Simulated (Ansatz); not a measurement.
A crystal relaxed with r2SCAN in Ansatz has space group P4/mmm (No. 123) and a = 3.408 Å, c = 4.761 Å.

| atom | site | x | y | z |
| --- | --- | --- | --- | --- |
| Xx | 1a | 0.0000 | 0.0000 | 0.0000 |
| Mg | 1b | 0.0000 | 0.0000 | 0.5000 |
| S | 1d | 0.5000 | 0.5000 | 0.5000 |
| Mg | 1c | 0.5000 | 0.5000 | 0.0000 |

The r2SCAN gap is direct at Γ: 3.98 eV. HSE06 gives a direct gap of 4.51 eV at Γ. PBE gives a direct gap of 3.19 eV at Γ. Meshes: r2SCAN 8×8×6, HSE06 6×6×4, PBE 8×8×6. r2SCAN's ε∞ is 4.2 along x and y, 4.1 along z.

**Question.** Which element is Xx?
A. Te
B. Se
C. O

**Answer.** C. Xx is O: an ordered 4-atom cell of Mg₂SO on the rocksalt lattice (P4/mmm). O has 6 Mg at 2.38–2.41 Å; Mg has 2 O at 2.38 Å and 4 S at 2.41 Å; S has 6 Mg at 2.38–2.41 Å; Mg has 2 S at 2.38 Å and 4 O at 2.41 Å.

(Calculated; spin-unpolarised; the phase may be known or hypothetical.)

The meshes of the hybrids are coarse, so their gaps aren't converged to the digits shown.
